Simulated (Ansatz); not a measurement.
# MnHg (P4/mmm): spin–orbit coupling in one pass over the collinear state, moments along [001]

The calculation used Ansatz, DFT, PBE, all-electron LAPW, Dirac equation with spin-orbit coupling.

Command: `ansatz run input.yaml --threads 4 --pin off --max-ram 7168MiB --backend cpu --events-out ev --progress --plain --runs-dir out`

The folder start holds the state saved by an earlier run of the same cell (collinear, scalar-relativistic); this run solves the spinor bands once in its potential and doesn't iterate.

```yaml
crystal:
  lattice:
    - [3.288, 0.0, 0.0]
    - [0.0, 3.288, 0.0]
    - [0.0, 0.0, 3.313]
  atoms:
    - { symbol: Mn, position: [0.5, 0.5, 0.5], spin: 3.8, spin_axis: [0.0, 0.0, 1.0] }
    - { symbol: Hg, position: [0.0, 0.0, 0.0] }
magnetization:
  noncollinear: true
  spin_orbit: true
kpoints:
  mp_grid: { grid: [9, 9, 9] }
scf:
  occupations: { method: fermi_dirac, width: 0.05 }
  lower_state_search: "off"
hamiltonian:
  xc: pbe
  pseudopotentials: { kind: all_electron, lapw: { basis_error: 0.00025 } }
output:
  eigenvalues: false
  hubbard: { sites: [{ species: Mn, l: d }] }
checkpoint:
  read: start
  post_process_only: true
```

The program prints:

```
Warning: checkpoint.read: spin treatment differs: saved collinear, current noncollinear; the saved charge density seeds this run and the saved magnetisation is carried along the axis that this deck's starting moments share; the saved density holds an absolute magnetisation of 4.1e0 μB; saved orbitals and DFT+U occupations are not carried
Warning: checkpoint.read: magnetization.spin_orbit differs: this deck has the coupling, and the saved state was converged under scalar relativity for Mn, Hg (and on the j-weighted average for any other species). The pass solves this deck's Hamiltonian once at the saved density, which is not self-consistent under the coupling. Its levels lack that density's response to the spin–orbit term and to th …
settings of this run that can trade accuracy for cost: output.eigenvalues: false. Do not mix this run's numbers with those of runs without the same settings; the input reference describes each key
Mn: projections on atomic orbitals take those of the free atom 1s2 2s2 2p6 3s2 3p6 3d5 4s2, of charge +0.00 (hamiltonian.pseudopotentials.projection_atoms)
Hg: projections on atomic orbitals take those of the free atom 1s2 2s2 2p6 3s2 3p6 3d10 4s2 4p6 4d10 4f14 5s2 5p6 5d10 6s2, of charge +0.00 (hamiltonian.pseudopotentials.projection_atoms)
LAPW: plane waves up to 8.475 Å⁻¹, error target 2.5e-4 eV per atom; Dirac's equation on spinors; Mn in spheres of 1.385 Å, 15 of its electrons in bands; Hg in spheres of 1.470 Å, 44 of its electrons in bands (how accurate: hamiltonian.pseudopotentials.lapw.basis_error, Limitations)
Engine: ansatz 0.2.0
Pseudopotentials: kind: all_electron
Pseudopotential: Mn, LAPW, valence charge 15, lapw/all_electron/dirac/gaussian/Mn, Dirac's equation, gaussian nucleus
Pseudopotential: Hg, LAPW, valence charge 44, lapw/all_electron/dirac/gaussian/Hg, Dirac's equation, gaussian nucleus
Functional definition: PBE
  parameter kappa = 0.804
  parameter beta = 0.06672455060314922
  exchange = pbe_x(kappa = kappa, mu = beta*pi^2/3)
  correlation = pbe_c(beta = beta)
Crystal: 2 atoms, lattice volume = 35.817 Å³
Basis set: ecut = 273.62528059567234 eV, 365 PW (Γ), exchange–correlation at level 2
Bands: 72, of which v1, the nominal top of the filled ones, is band 59 counted from 1 (58 counted from 0)
Symmetry: 8 space group operations + 8 with time reversal
Magnetic group: BNS 123.345 (UNI 1005), of the structure as read, at distance tolerance 3.3e-5 Å
k-points: 75 of 729 (time reversal used)
Non-local potential: Mn, projectors of the file, none
Non-local potential: Hg, projectors of the file, none
Initial density: read from a saved state, or passed on in memory by an earlier SCF of this step, an earlier step, the calling program or the single point that the run made first
Starting moments: Σ|m| = 3.8 μB on 1 of 2 sites; this step starts from the density that it was given
Initial wavefunctions: plane waves of lowest kinetic energy (no species holds an atomic orbital)
Functional: x = pbe(κ = 0.804, μ = 0.2195149727645171), c = pbe(β = 0.06672455060314922)
NSCF: frozen V_eff on 75 k-points
the basis was enlarged: its passes take 2.6 MiB over the memory plan, 4 of 4 planned eigensolver slots
SCF 1: post-processed at a frozen density that is not taken as self-consistent under this run
post-processed at a frozen density that is not taken as self-consistent under this run (a non-self-consistent diagonalisation pass)
Frozen density: not held to its close: it was read across a difference from the run that saved it, as the warnings at the start of the run say
Magnetization: |M| = 3.8117 μB,  M = (-0.0000, -0.0000, +3.8117) μB
Absolute magnetization: 4.0951 μB (∫|m|)
  site 0: m = (+0.0000, +0.0000, +3.8609) μB, |m| = 3.8609 μB  (R = 1.38 Å)
  site 1: m = (+0.0000, +0.0000, -0.0667) μB, |m| = 0.0667 μB  (R = 1.47 Å)
Free energy (F): not given: this pass's two estimates of its total disagree by 1.205e0 eV and its dr2_mag is 4.528e-5 eV, 1.206e0 eV together, over the energy gate of 1.000e-4 eV (scf.convergence.dr2_threshold). Run an SCF of this deck for it, without checkpoint.post_process_only or, of a chain, under workflow.steps: [scf]
Harris-Foulkes:  -566434.100612 eV
Entropy (-TS):   -0.014154 eV (-7.077 meV/atom)
Fermi energy:    18.741542 eV
--- Occupation matrices: 1 shell (Löwdin-built; ε = 2.00e-2, provisional) ---
  Mn0 d_3D: site group D4h (4/mmm)
  Mn0 d_3D spinor Tr n = 5.7459  λ = 0.139 0.141 0.204 0.207 0.217 0.957 0.958 0.959 0.981 0.982  [2× z2 0.50 (Eg 1.00) E1/2g(0.50) | 3× xz 0.33 (T2g 1.00) E3/2g(0.67) | 3× xz 0.33 (T2g 0.99) E3/2g(0.67) | 2× z2 0.50 (Eg 0.99) E1/2g(0.50)]
  Tr n, λ and their labels are of the run-group-symmetrised matrices; stabiliser: 16 of 32 elements of G0×{1,Θ} (closed), max defect 2.7e-15 at τ = 4.2e-3
settings of this run that can trade accuracy for cost: output.eigenvalues: false. Do not mix this run's numbers with those of runs without the same settings; the input reference describes each key
```

occupations.tsv:

```
# site	symbol	l	channel	k	occupation	cluster	real_ylm_label	real_ylm_weight	cubic_label	cubic_weight	pseudocubic_irrep	site_irrep	w_site_irrep	cell_site_irrep	w_cell_site_irrep
# projection_atom_Mn: 1s2 2s2 2p6 3s2 3p6 3d5 4s2
# projection_atom_Hg: 1s2 2s2 2p6 3s2 3p6 3d10 4s2 4p6 4d10 4f14 5s2 5p6 5d10 6s2
# site_irrep/w_site_irrep = the cluster's dominant irrep under the shell's site group (Mulliken, in the setting of the per-shell frame z, x; double-valued rows on a spinor block under rep=spin_orbital) and its weight, the cluster's purity; - without a site group
# cell_site_irrep/w_cell_site_irrep = the same under the site's group on the run's cell, the crystal's operations that keep its lattice, with its own per-shell comment where it differs; - as there, and where that group is no smaller or either group is refused
# basis = Löwdin-built
# labels = run-group-symmetrised matrices
# epsilon = 0.02 provisional = true under_converged = false
# stabiliser = 16/32 closed max_defect = 2.6558e-15 tolerance = 0.0042426
# site 0 Mn l=2_3D: orbit=0, site group D4h (4/mmm), |G|=16, z=[0.000000, 0.000000, 1.000000], x=[1.000000, 0.000000, 0.000000], rep=spin_orbital
0	Mn	2_3D	spinor	0	0.139414	0	z2	0.4998	z2	0.4998	Eg	E1/2g	0.5000	-	-
0	Mn	2_3D	spinor	1	0.141486	0	z2	0.4998	z2	0.4998	Eg	E1/2g	0.5000	-	-
0	Mn	2_3D	spinor	2	0.203884	1	xz	0.3332	xz	0.3332	T2g	E3/2g	0.6667	-	-
0	Mn	2_3D	spinor	3	0.207391	1	xz	0.3332	xz	0.3332	T2g	E3/2g	0.6667	-	-
0	Mn	2_3D	spinor	4	0.216756	1	xz	0.3332	xz	0.3332	T2g	E3/2g	0.6667	-	-
0	Mn	2_3D	spinor	5	0.957001	2	xz	0.3332	xz	0.3332	T2g	E3/2g	0.6667	-	-
0	Mn	2_3D	spinor	6	0.957838	2	xz	0.3332	xz	0.3332	T2g	E3/2g	0.6667	-	-
0	Mn	2_3D	spinor	7	0.958904	2	xz	0.3332	xz	0.3332	T2g	E3/2g	0.6667	-	-
0	Mn	2_3D	spinor	8	0.981279	3	z2	0.4997	z2	0.4997	Eg	E1/2g	0.5000	-	-
0	Mn	2_3D	spinor	9	0.981906	3	z2	0.4997	z2	0.4997	Eg	E1/2g	0.5000	-	-
# Tr n = 5.745858
```

Site moments (μB): Mn1 (0.00, 0.00, 3.86); Hg2 (0.00, 0.00, -0.07). Cell moment 3.81 μB.

The Ansatz runs typed with the search for lower states off end where their start leads. None of this fixes the real material's magnetic order: only patterns that fit the cell were computed, at zero temperature, with a functional that can overstate moments.

It took 45 s on 4 threads of Arm Neoverse N1 (shared host), peak memory 1.2 GiB.
